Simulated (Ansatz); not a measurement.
FeBiO3 in space group R3m (No. 160; Fe on 3a, Bi on 3a, O on 9b), PBEsol (plane waves, PAW; program Ansatz). The conduction-band minimum lies at T, with 1 equivalent valley. Second derivatives d²E/dk² of the lowest band at one valley (eV·Å²), along Cartesian directions:

| direction | d²E/dk² |
|---|---|
| [100] | 5.780 |
| [010] | 5.780 |
| [001] | 4.027 |
| [110] | 5.780 |
| [101] | 4.904 |
| [011] | 4.904 |

### Question
Find the principal effective masses, the density-of-states mass and the conductivity mass.

### Answer
Off-diagonal terms follow from H_xy = H[110] − (H_xx + H_yy)/2, and m*/mₑ = 7.620 eV·Å² over each eigenvalue: 1.3, 1.3, 1.9. One valley's DOS mass (m₁m₂m₃)^(1/3) = 1.5, conductivity mass 3/(Σ 1/mᵢ) = 1.5 mₑ.

### Question
What effective density of states Nc follows at 300 K for parabolic valleys?

### Answer
Nc = 2.509e19 × 1 × (1.5)^(3/2) ≈ 4.6e19 cm⁻³.

The first step of the workflow began from a Materials Project structure, measured or hypothetical; the Crystallography Open Database copy checked does not list it. It is not the phase usual at ambient conditions (space group No. 161). Symmetry was held in the PBEsol relaxation, as lowered by the spin order; whether a distortion lowers the energy is not shown. Spin order of the final state: antiferromagnetic, chosen from 5 collinear starts compared on coarse meshes (ties went to the first, and starts can fall back to one state), not a proven ground state. No Hubbard U is applied. Point labels and valley counts follow the cell and symmetry of the run, lower than the named group. Spin–orbit coupling is left out wherever it is not named.

Potentials: the later of the program's two PAW sets.

Edges and masses are those of Kohn–Sham bands, whose gap is no quasiparticle gap.
